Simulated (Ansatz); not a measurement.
Input and output for Co (hcp type): DFT, PBE, PAW with Ansatz's default frozen-core files, scalar-relativistic (Ansatz 0.2.0). This run: shape and atoms relaxed at 0.43 of the base cell's volume.

The cell comes from a relaxation on PAW files under the same functional.

Command: `ansatz run input.yaml --threads 1 --pin off --max-ram 2048MiB --backend cpu --events-out ev --progress --plain --runs-dir out` It took 8.8 s on 1 thread of Intel(R) Xeon(R) Platinum 8488C (Sapphire Rapids), with other jobs on the host, peak memory 0.39 GiB.

```yaml
crystal:
  lattice:
    - [1.8528088201, 0.0, 0.0]
    - [-0.92640441, 1.6045795065, 0.0]
    - [0.0, 0.0, 2.9889291346]
  atoms:
    - { symbol: Co, position: [0.3333333333, 0.6666666667, 0.25] }
    - { symbol: Co, position: [0.6666666667, 0.3333333333, 0.75] }
kpoints:
  mp_grid: { grid: [17, 17, 10] }
scf:
  occupations: { method: fermi_dirac, width: 0.05 }
hamiltonian:
  xc: pbe
  pseudopotentials: { kind: paw }
output:
  forces: true
  stress: true
relax:
  f_tol: 0.005
  max_steps: 30
  cell: { stress_tol: 0.68, fix: [volume] }
```

Output:

```
Engine: ansatz 0.2.0
Pseudopotentials: kind: paw
Pseudopotential: Co, paw, valence charge 17, recommended cutoff 420 eV (normal), Co.paw.azcp
Functional definition: PBE
  parameter kappa = 0.804
  parameter beta = 0.06672455060314922
  exchange = pbe_x(kappa = kappa, mu = beta*pi^2/3)
  correlation = pbe_c(beta = beta)
Crystal: 2 atoms, lattice volume = 8.886 Å³
Basis set: ecut = 420 eV, 159 PW (Γ), exchange–correlation on 30×30×40 points (8 copies of the dense FFT grid, shifted against one another)
Bands: 21, of which v1, the nominal top of the filled ones, is band 17 counted from 1 (16 counted from 0)
Symmetry: 24 space group operations
Space group: P63/mmc (ITA 194), of the structure as read, at distance tolerance 2.1e-5 Å
k-points: 198 of 2890
Non-local potential: Co, projectors of the file, l = 0: 3, l = 1: 2, l = 2: 3, l = 3: 1
PAW form: soft (Blöchl's): semilocal exchange-correlation on the pseudo side does not see the compensation charge
PAW one-centre angular grid: Co, 590 points (default); XC on 64 Gauss nodes
Initial density: superposition of atomic densities (neutral atoms: chi_scale 0, normalization atom), corrected by the library's trained network
Initial wavefunctions: pseudopotential atomic-orbital guess
Functional: x = pbe(κ = 0.804, μ = 0.2195149727645171), c = pbe(β = 0.06672455060314922)
SCF iter   1: F=—  HF=-10255.822796 eV  |F-HF|=—  |Δ(HF+E_count)|=         —  Δρ=1.94e0  dr2=1.21e2  ethr=1.77e-3  ⟨swp⟩=6.4  Hψ=23120  notcnv=0
preconditioner: auto → LDOS  [metal: Δε(μ)=0.011 eV  Ē_g=43.431 eV  σ=0.050 eV  W_gap=0.05  n_scr=2 (ndim 8)  ℏωp=72.6 eV  f_vac=0.346  D(μ)=1.12/eV (n_scr^D=22)  β→1.0]
SCF iter   2: F=—  HF=-10348.470410 eV  |F-HF|=—  |Δ(HF+E_count)|=    9.26e1  Δρ=2.05e0  dr2=1.37e2  ethr=1.77e-3  ⟨swp⟩=5.2  Hψ=22404  notcnv=0  defer=36
preconditioner: auto → none  [metal: Δε(μ)=0.003 eV  Ē_g=43.054 eV  σ=0.050 eV  W_gap=0.01  n_scr=2 (ndim 8)  ℏωp=68.2 eV  f_vac=0.000  D(μ)=4.32/eV (n_scr^D=134)  β→0.5]
SCF iter   3: F=—  HF=-10216.510914 eV  |F-HF|=—  |Δ(HF+E_count)|=    1.32e2  Δρ=5.83e-1  dr2=1.24e1  ethr=1.77e-3  ⟨swp⟩=7.1  Hψ=21633  notcnv=0  defer=2
SCF iter   4: F=—  HF=-10227.376064 eV  |F-HF|=—  |Δ(HF+E_count)|=    1.09e1  Δρ=1.02e-1  dr2=3.30e-1  ethr=1.77e-3  ⟨swp⟩=4.9  Hψ=14792  notcnv=0  defer=5
SCF iter   5: F=—  HF=-10227.057547 eV  |F-HF|=—  |Δ(HF+E_count)|=   3.19e-1  Δρ=9.80e-3  dr2=2.04e-3  ethr=9.71e-4  ⟨swp⟩=3.2  Hψ=9764  notcnv=0
SCF iter   6: F=—  HF=-10227.051649 eV  |F-HF|=—  |Δ(HF+E_count)|=   5.90e-3  Δρ=1.74e-3  dr2=9.22e-5  ethr=5.99e-6  ⟨swp⟩=3.2  Hψ=10225  notcnv=0
SCF iter   7: F=—  HF=-10227.051668 eV  |F-HF|=—  |Δ(HF+E_count)|=   1.89e-5  Δρ=3.77e-4  dr2=5.85e-6  ethr=2.71e-7  ⟨swp⟩=3.4  Hψ=8213  notcnv=0
SCF iter   8: F=-10227.051609 eV  HF=-10227.051609 eV  |F-HF|=3.48e-8  |Δ(HF+E_count)|=   5.87e-5  Δρ=3.79e-5  dr2=2.75e-8  ethr=2.94e-10  ⟨swp⟩=8.3  Hψ=29245  notcnv=0
SCF 1 converged in 8 iterations: F = -10227.051609 eV  dr2 = 2.75e-8
  greatest PAW one-centre occupation: 1.011 electrons in one spin orbital (limit 2), on the Co atom at site 1 (counted from 0), in its partial waves of l = 1
relax step   1: F+E_penalty+E_count = -10227.05160946 eV  Δ(F+E_penalty+E_count) = +0.000e0 eV  max|allowed force component| = 5.782e-17 eV/Å  Δτ_max = 0.0000 Å  P = +1438.473 GPa  Ω = 8.886 Å³  fix = [volume]  reactions: volume +1438.473 GPa  (8 SCF iters, dr2 threshold 1.00e-7 eV, accepted)
Basis set: ecut = 420 eV, 161 PW (Γ), exchange–correlation on 30×30×40 points (8 copies of the dense FFT grid, shifted against one another)
Initial density: handed on by an earlier stage of this run
Initial wavefunctions: those handed on with the density
iter 1 solved again at ethr=1.85e-8 eV; its pass at ethr=3.10e-3 eV (dr2=6.28e-6 eV) is discarded
SCF iter   1: F=—  HF=-10227.054650 eV  |F-HF|=—  |Δ(HF+E_count)|=         —  Δρ=5.92e-4  dr2=5.37e-6  ethr=1.85e-8  ⟨swp⟩=3.3  Hψ=24408  notcnv=0
preconditioner: auto → none  [metal: Δε(μ)=0.020 eV  Ē_g=37.610 eV  σ=0.050 eV  W_gap=0.10  n_scr=2 (ndim 8)  ℏωp=68.2 eV  f_vac=0.000  D(μ)=1.74/eV (n_scr^D=34)]
SCF iter   2: F=—  HF=-10227.054581 eV  |F-HF|=—  |Δ(HF+E_count)|=   6.98e-5  Δρ=2.37e-4  dr2=6.41e-7  ethr=1.58e-8  ⟨swp⟩=2.5  Hψ=7305  notcnv=0
iter 3 did not close the SCF: its close was put off for the readings that it lacked (scf_convergence_deferred on its scf_iter line)
SCF iter   3: F=-10227.054580 eV  HF=-10227.054580 eV  |F-HF|=2.31e-8  |Δ(HF+E_count)|=   5.38e-7  Δρ=5.38e-5  dr2=4.60e-8  ethr=1.89e-9  ⟨swp⟩=2.1  Hψ=7356  notcnv=0
iter 4 did not close the SCF: its close was put off for the readings that it lacked (scf_convergence_deferred on its scf_iter line)
SCF iter   4: F=-10227.054580 eV  HF=-10227.054580 eV  |F-HF|=1.46e-8  |Δ(HF+E_count)|=   1.43e-8  Δρ=1.88e-5  dr2=1.19e-8  ethr=1.35e-10  ⟨swp⟩=3.2  Hψ=8371  notcnv=0
iter 5 did not close the SCF: its close was put off for the readings that it lacked (scf_convergence_deferred on its scf_iter line)
SCF iter   5: F=-10227.054580 eV  HF=-10227.054580 eV  |F-HF|=1.82e-11  |Δ(HF+E_count)|=   4.11e-9  Δρ=2.14e-6  dr2=8.08e-11  ethr=3.50e-11  ⟨swp⟩=2.5  Hψ=7417  notcnv=0
SCF iter   6: F=-10227.054580 eV  HF=-10227.054580 eV  |F-HF|=1.82e-12  |Δ(HF+E_count)|=  6.55e-10  Δρ=3.48e-7  dr2=4.12e-12  ethr=1.00e-12  ⟨swp⟩=3.2  Hψ=16150  notcnv=0
SCF 2 converged in 6 iterations: F = -10227.054580 eV  dr2 = 4.12e-12
relax step   2: F+E_penalty+E_count = -10227.05458014 eV  Δ(F+E_penalty+E_count) = -2.971e-3 eV  max|allowed force component| = 9.021e-17 eV/Å  Δτ_max = 0.0000 Å  P = +1438.287 GPa  Ω = 8.886 Å³  energy of the carried Pulay correction = -3.935e-5 eV  fix = [volume]  reactions: volume +1438.287 GPa  (6 SCF iters, dr2 threshold 2.00e-7 eV, accepted)
iter 1 solved again at ethr=2.45e-8 eV; its pass at ethr=3.10e-3 eV (dr2=8.35e-6 eV) is discarded
SCF iter   1: F=—  HF=-10227.055834 eV  |F-HF|=—  |Δ(HF+E_count)|=         —  Δρ=6.91e-4  dr2=7.29e-6  ethr=2.45e-8  ⟨swp⟩=3.3  Hψ=24480  notcnv=0
preconditioner: auto → none  [metal: Δε(μ)=0.013 eV  Ē_g=37.607 eV  σ=0.050 eV  W_gap=0.06  n_scr=2 (ndim 8)  ℏωp=68.2 eV  f_vac=0.000  D(μ)=1.73/eV (n_scr^D=34)]
SCF iter   2: F=—  HF=-10227.055760 eV  |F-HF|=—  |Δ(HF+E_count)|=   7.41e-5  Δρ=2.72e-4  dr2=8.49e-7  ethr=2.15e-8  ⟨swp⟩=2.4  Hψ=7350  notcnv=0
[... lines left out ...]
SCF iter   2: F=—  HF=-10227.055883 eV  |F-HF|=—  |Δ(HF+E_count)|=   5.05e-6  Δρ=2.14e-4  dr2=9.53e-8  ethr=1.18e-9  ⟨swp⟩=1.5  Hψ=4296  notcnv=0
iter 3 did not close the SCF: its close was put off for the readings that it lacked (scf_convergence_deferred on its scf_iter line)
SCF iter   3: F=-10227.055885 eV  HF=-10227.055885 eV  |F-HF|=6.58e-10  |Δ(HF+E_count)|=   2.01e-6  Δρ=4.35e-6  dr2=9.10e-11  ethr=2.80e-10  ⟨swp⟩=1.9  Hψ=4524  notcnv=0
iter 4 did not close the SCF: its close was put off for the readings that it lacked (scf_convergence_deferred on its scf_iter line)
SCF iter   4: F=-10227.055885 eV  HF=-10227.055885 eV  |F-HF|=5.46e-12  |Δ(HF+E_count)|=   3.16e-9  Δρ=5.73e-7  dr2=7.46e-12  ethr=1.00e-12  ⟨swp⟩=4.8  Hψ=10378  notcnv=0
iter 5 did not close the SCF: its close was put off for the readings that it lacked (scf_convergence_deferred on its scf_iter line)
SCF iter   5: F=-10227.055885 eV  HF=-10227.055885 eV  |F-HF|=0.00e0  |Δ(HF+E_count)|=  3.64e-12  Δρ=1.35e-7  dr2=2.36e-13  ethr=1.00e-12  ⟨swp⟩=1.0  Hψ=4169  notcnv=0
iter 6 did not close the SCF: its close was put off for the readings that it lacked (scf_convergence_deferred on its scf_iter line)
SCF iter   6: F=-10227.055885 eV  HF=-10227.055885 eV  |F-HF|=1.82e-12  |Δ(HF+E_count)|=    0.00e0  Δρ=2.82e-8  dr2=1.65e-14  ethr=1.00e-12  ⟨swp⟩=1.0  Hψ=4164  notcnv=0
SCF iter   7: F=-10227.055885 eV  HF=-10227.055885 eV  |F-HF|=1.82e-12  |Δ(HF+E_count)|=  1.82e-12  Δρ=1.82e-8  dr2=1.18e-14  ethr=1.00e-12  ⟨swp⟩=3.7  Hψ=13423  notcnv=0
SCF 4 converged in 7 iterations: F = -10227.055885 eV  dr2 = 1.18e-14
relax step   4: F+E_penalty+E_count = -10227.05588521 eV  Δ(F+E_penalty+E_count) = -1.257e-4 eV  max|allowed force component| = 7.864e-17 eV/Å  Δτ_max = 0.0000 Å  P = +1438.122 GPa  Ω = 8.886 Å³  fix = [volume]  reactions: volume +1438.122 GPa  stress off target by 8.05e-2 GPa on what of the cell is left free  SCF on the basis re-selected at this cell (its energy is not comparable with the rows above)  (7 SCF iters)
basis re-selected at this cell: Δ(F+E_penalty+E_count) = -1.257e-4 eV, ΔP = -0.022 GPa vs the last step (what re-selecting the basis moved, of the pressure what is left beyond the Pulay correction that the steps carried, after the strain that the cell walked since its last selection, with what the two solves' SCF thresholds leave and, on support functions, any second-order correction that the steps lacked; it is no measure of the basis error at this ecutwfc). The dense FFT grid was sized anew with the basis: this SCF ran on 15×15×24 points, the steps before it on 15×15×20, so part of this shift can come from that change (see relax.cell in the input reference). This SCF's stress stands 8.05e-2 GPa from its target on what of the cell is left free (relax.cell.stress_tol is 6.80e-1 GPa) and its largest allowed force component is 7.86e-17 eV/Å (relax.f_tol is 5.00e-3 eV/Å): within both
SCF converged after 7 iterations
Free energy (F): -10227.055885 eV
Harris-Foulkes:  -10227.055885 eV  (|F-HF|=1.82e-12)
Internal energy: -10227.041786 eV  (E = F + TS)
E sigma→0 (E₀):  -10227.048836 eV
Entropy (-TS):   -0.014099 eV (-7.050 meV/atom)
Fermi energy:    51.153811 eV
--- Per-component energies (eV) ---
  E_band       = 480.823299
  E_kinetic    = 998.621259
  E_local      = -2999.382353  (includes V_loc(G=0)·N_el)
  E_nonlocal   = 1023.212621
  E_hartree    = 1514.903394
  E_xc         = -337.385670
  E_vxc        = -437.126010  (∫ρ·V_xc dr)
  E_paw        = -3115.991186  (= ΣΔE_a)
  E_vpaw       = -1134.309129  (= ΣTr[D̂ρ^β])
  E_aug_tail   = 0.000115  (compensation charges beyond the density's cutoff)
  E_ewald      = -7311.019966
  E_smearing   = -0.014099  (= −TS)
  E_closure    = 0.000000  (closes the sum)
  Σ components = -10227.055885   (vs F -10227.055885, Δ=0.00e0)
--- Forces (eV/Å), atoms counted from 1 ---
  atom   1  Co    -0.00000000    -0.00000000     0.00000000
  atom   2  Co     0.00000000     0.00000000    -0.00000000
  max |Σ_I F_I| component: 1.85e-17 eV/Å
--- Stress (GPa, compression-positive) ---
     1438.161958       0.000000       0.000000
        0.000000    1438.161958      -0.000000
        0.000000      -0.000000    1438.041279
  P = ⅓ Tr σ = 1438.1217 GPa (14381.217 kbar)
--- Relaxed structure (3 steps of the walk, 3 accepted, 1 SCFs on fresh bases) ---
  F+E_penalty+E_count = -10227.05588521 eV   max|allowed force component| = 7.864e-17 eV/Å   (the final SCF, on the basis selected at the relaxed cell)
  cell:  # Å, volume = 8.8860 Å³
    - [1.8475876018744446, -2.878613365029354e-11, 9.688522334774177e-20]
    - [-0.9237938009122927, 1.6000577989548317, -4.8442611672561405e-20]
    - [1.5629408908270492e-19, 4.099324529717562e-33, 3.005846223613409]
  atoms:
    - { symbol: Co, position: [0.33333333333333326, 0.6666666666666665, 0.24999999999999997] }
    - { symbol: Co, position: [0.6666666666666667, 0.33333333333333337, 0.7500000000000001] }
```

Next run (volume at 0.43 of the series' base cell), as changes to the input before:

```diff
   lattice:
-    - [1.8528088201, 0.0, 0.0]
-    - [-0.92640441, 1.6045795065, 0.0]
-    - [0.0, 0.0, 2.9889291346]
+    - [1.8475876019, 0.0, 0.0]
+    - [-0.9237938009, 1.600057799, 0.0]
+    - [0.0, 0.0, 3.0058462236]
   atoms:
   mp_grid: { grid: [17, 17, 10] }
+  band_path:
+    path:
+      - [0.0, 0.0, 0.0]
+      - [0.5, 0.0, 0.0]
+      - [0.3333333333, 0.3333333333, 0.0]
+      - [0.0, 0.0, 0.0]
+      - [0.0, 0.0, 0.5]
+      - [0.5, 0.0, 0.5]
+      - [0.3333333333, 0.3333333333, 0.5]
+      - [0.0, 0.0, 0.5]
+      - [0.5, 0.0, 0.5]
+    npoints: 8
 scf:
   stress: true
-relax:
-  f_tol: 0.005
-  max_steps: 30
-  cell: { stress_tol: 0.68, fix: [volume] }
+  eigenvalues: true
+  populations: true
+  dos: { projected: true, de: 0.2, e_range: [-14, 8] }
+  write_density: true
+  write_potential: true
+  elf: true
+  volumetric_format: npy
```

Results part of the output:

```
SCF 1 converged in 9 iterations: F = -10227.055885 eV  dr2 = 1.68e-10
  greatest PAW one-centre occupation: 1.011 electrons in one spin orbital (limit 2), on the Co atom at site 1 (counted from 0), in its partial waves of l = 1
NSCF: frozen V_eff on 65 k-points
SCF converged after 9 iterations
Free energy (F): -10227.055885 eV
Harris-Foulkes:  -10227.055885 eV  (|F-HF|=3.00e-10)
Internal energy: -10227.041786 eV  (E = F + TS)
E sigma→0 (E₀):  -10227.048836 eV
Entropy (-TS):   -0.014099 eV (-7.050 meV/atom)
Fermi energy:    51.153822 eV
--- Per-component energies (eV) ---
  E_band       = 480.823571
  E_kinetic    = 998.621351
  E_local      = -2999.381794  (includes V_loc(G=0)·N_el)
  E_nonlocal   = 1023.212477
  E_hartree    = 1514.902928
  E_xc         = -337.385716
  E_vxc        = -437.126071  (∫ρ·V_xc dr)
  E_paw        = -3115.991181  (= ΣΔE_a)
  E_vpaw       = -1134.308266  (= ΣTr[D̂ρ^β])
  E_aug_tail   = 0.000115  (compensation charges beyond the density's cutoff)
  E_ewald      = -7311.019966
  E_smearing   = -0.014099  (= −TS)
  E_closure    = -0.000000  (closes the sum)
  Σ components = -10227.055885   (vs F -10227.055885, Δ=0.00e0)
--- Forces (eV/Å), atoms counted from 1 ---
  atom   1  Co    -0.00000000    -0.00000000     0.00000000
  atom   2  Co     0.00000000     0.00000000    -0.00000000
  max |Σ_I F_I| component: 1.85e-17 eV/Å
--- Stress (GPa, compression-positive) ---
     1438.162931      -0.000000      -0.000000
       -0.000000    1438.162931      -0.000000
       -0.000000      -0.000000    1438.042224
  P = ⅓ Tr σ = 1438.1227 GPa (14381.227 kbar)
--- Band table (eV; the first three rows and the last of 198) ---
  k-point 0: bands = ["-48.9552", "-46.6599", "-13.8383", "-8.9838", "-8.9838", "-8.3510", "-8.3488", "-8.3488", "36.8713", "37.8637", "44.2446", "44.3578", "44.3578", "45.6873", "45.6873", "47.1406", "47.1406", "51.2625", "51.2625", "52.3108", "70.3396"]
  k-point 1: bands = ["-48.9011", "-46.7188", "-13.7096", "-8.9684", "-8.9684", "-8.4941", "-8.3646", "-8.3646", "37.0927", "37.9604", "44.1508", "44.2635", "44.2635", "45.5731", "45.5731", "47.3807", "47.3807", "51.2652", "51.2652", "51.7646", "70.9378"]
  k-point 2: bands = ["-48.7439", "-46.8891", "-13.3352", "-8.9239", "-8.9239", "-8.9059", "-8.4103", "-8.4103", "37.7114", "38.2370", "43.9147", "44.0864", "44.0864", "45.2717", "45.2717", "47.9795", "47.9795", "50.3441", "51.2337", "51.2337", "72.4801"]
  k-point 197: bands = ["-46.2847", "-46.2847", "-12.6794", "-12.6794", "-11.4698", "-11.4698", "-9.2113", "-9.2113", "40.1108", "40.1108", "41.2700", "41.2700", "44.5846", "44.5846", "47.1315", "47.1315", "51.5406", "51.5406", "65.2201", "65.2201", "68.5938"]
--- Löwdin populations: 2 sites ---
  site symbol       q [e]
     0     Co     16.8722
     1     Co     16.8722
  spilling = 0.007519 (of n_electrons = 34.000000)
```

Next run (volume at 0.43 of the series' base cell, partial waves polarizable), as changes to the input before:

```diff
   mp_grid: { grid: [17, 17, 10] }
-  band_path:
-    path:
-      - [0.0, 0.0, 0.0]
-      - [0.5, 0.0, 0.0]
-      - [0.3333333333, 0.3333333333, 0.0]
-      - [0.0, 0.0, 0.0]
-      - [0.0, 0.0, 0.5]
-      - [0.5, 0.0, 0.5]
-      - [0.3333333333, 0.3333333333, 0.5]
-      - [0.0, 0.0, 0.5]
-      - [0.5, 0.0, 0.5]
-    npoints: 8
 scf:
   xc: pbe
-  pseudopotentials: { kind: paw }
+  pseudopotentials: { kind: paw, partial_waves: polarizable }
 output:
   eigenvalues: true
-  populations: true
-  dos: { projected: true, de: 0.2, e_range: [-14, 8] }
-  write_density: true
-  write_potential: true
-  elf: true
-  volumetric_format: npy
```

Command: `ansatz run input.yaml --threads 1 --pin off --max-ram 2048MiB --backend cpu --events-out ev --progress --plain --runs-dir out` It took 3.5 s on 1 thread of Intel(R) Xeon(R) Platinum 8488C (Sapphire Rapids) (shared host), peak memory 0.41 GiB.

Results part of the output:

```
SCF 1 converged in 9 iterations: F = -10227.056118 eV  dr2 = 4.35e-10
  greatest PAW one-centre occupation: 1.011 electrons in one spin orbital (limit 2), on the Co atom at site 1 (counted from 0), in its partial waves of l = 1
SCF converged after 9 iterations
Free energy (F): -10227.056118 eV
Harris-Foulkes:  -10227.056118 eV  (|F-HF|=4.49e-10)
Internal energy: -10227.042029 eV  (E = F + TS)
E sigma→0 (E₀):  -10227.049074 eV
Entropy (-TS):   -0.014089 eV (-7.044 meV/atom)
Fermi energy:    51.153853 eV
--- Per-component energies (eV) ---
  E_band       = 480.824087
  E_kinetic    = 998.620832
  E_local      = -2999.382066  (includes V_loc(G=0)·N_el)
  E_nonlocal   = 1023.211860
  E_hartree    = 1514.903364
  E_xc         = -337.385686
  E_vxc        = -437.126032  (∫ρ·V_xc dr)
  E_paw        = -3115.990481  (= ΣΔE_a)
  E_vpaw       = -1134.306765  (= ΣTr[D̂ρ^β])
  E_aug_tail   = 0.000115  (compensation charges beyond the density's cutoff)
  E_ewald      = -7311.019966
  E_smearing   = -0.014089  (= −TS)
  E_closure    = -0.000000  (closes the sum)
  Σ components = -10227.056118   (vs F -10227.056118, Δ=0.00e0)
--- Forces (eV/Å), atoms counted from 1 ---
  atom   1  Co    -0.00000000    -0.00000000     0.00000000
  atom   2  Co     0.00000000     0.00000000    -0.00000000
  max |Σ_I F_I| component: 0.00e0 eV/Å
--- Stress (GPa, compression-positive) ---
     1438.196081      -0.000000      -0.000000
       -0.000000    1438.196081      -0.000000
       -0.000000      -0.000000    1437.913942
  P = ⅓ Tr σ = 1438.1020 GPa (14381.020 kbar)
--- Band table (eV; the first three rows and the last of 198) ---
  k-point 0: bands = ["-48.9551", "-46.6599", "-13.8372", "-8.9843", "-8.9843", "-8.3497", "-8.3495", "-8.3495", "36.8712", "37.8645", "44.2453", "44.3572", "44.3572", "45.6866", "45.6866", "47.1411", "47.1411", "51.2629", "51.2629", "52.3111", "70.3395"]
  k-point 1: bands = ["-48.9011", "-46.7189", "-13.7084", "-8.9690", "-8.9690", "-8.4929", "-8.3652", "-8.3652", "37.0927", "37.9612", "44.1514", "44.2630", "44.2630", "45.5723", "45.5723", "47.3811", "47.3811", "51.2655", "51.2655", "51.7649", "70.9377"]
  k-point 2: bands = ["-48.7438", "-46.8891", "-13.3341", "-8.9245", "-8.9245", "-8.9047", "-8.4109", "-8.4109", "37.7114", "38.2377", "43.9154", "44.0859", "44.0859", "45.2710", "45.2710", "47.9798", "47.9798", "50.3444", "51.2340", "51.2340", "72.4801"]
  k-point 197: bands = ["-46.2846", "-46.2846", "-12.6793", "-12.6793", "-11.4704", "-11.4704", "-9.2107", "-9.2107", "40.1111", "40.1111", "41.2701", "41.2701", "44.5841", "44.5841", "47.1312", "47.1312", "51.5413", "51.5413", "65.2202", "65.2202", "68.5933"]
```

Spin polarisation is left out, though a magnetic state may lie lower.
